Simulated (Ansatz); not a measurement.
Single point in Ansatz 0.2.0 with r2SCAN, no spin polarisation. Cutoff 500 eV, PAW datasets, 8×8×8 Γ-centred k mesh, fermi-dirac filling (width 0.1 eV).

Computed maps in the lattice plane spanned by a (left to right, 4.88 Å, 15 points from zero) and b (bottom to top, 4.88 Å, 15 points from zero), 90° apart, at height 0.510 along c. The fields are smooth PAW ones with compensation charges, not the true ones near nuclei.

Valence density. Digits on a logarithmic scale: 0 up to 0.03 e/Å³, each further digit a factor of 1.6, 9 from 1.3 e/Å³ up:
```
556776554455554
568999765445445
679999865545545
689999965555555
679999865445445
567998655445544
455666544555554
444444444566665
433333345689875
433223346899996
533222346999997
533222346999997
433333345799986
443333345678765
444554444566655
```

ELF. Ten even steps from '0' (0.00) to '9' (0.53):
```
875555688778777
965324688422237
962001589311127
961000489311128
963002589411127
965445688543347
875555688899988
765555668888888
644333466654566
543333355520145
543333355400025
543333355400035
543333455531255
654444467666667
765555678999998
```

Question: The cell is SrZrSn$_{3}$. Which atoms lie within 0.2 Å of this plane, and where (fractions of a and b)?

Answer: Sn at (0.74, 0.24), Sn at (0.24, 0.74). The whole cell:
```
CELL_PARAMETERS angstrom
0.00000 4.87560 0.00000
4.87560 0.00000 0.00000
2.43780 2.43780 -5.71535
ATOMIC_POSITIONS crystal
Sr 0.00000 0.00000 0.00000
Zr 0.64200 0.64200 0.71600
Sn 0.74500 0.24500 0.51000
Sn 0.24500 0.74500 0.51000
Sn 0.40900 0.40900 0.18200
```

Origin: a known structure type with other elements, at an estimated volume, so it need not be a known compound. Caveats: many states at the Fermi level without spin polarisation, so a magnetic state may lie lower.
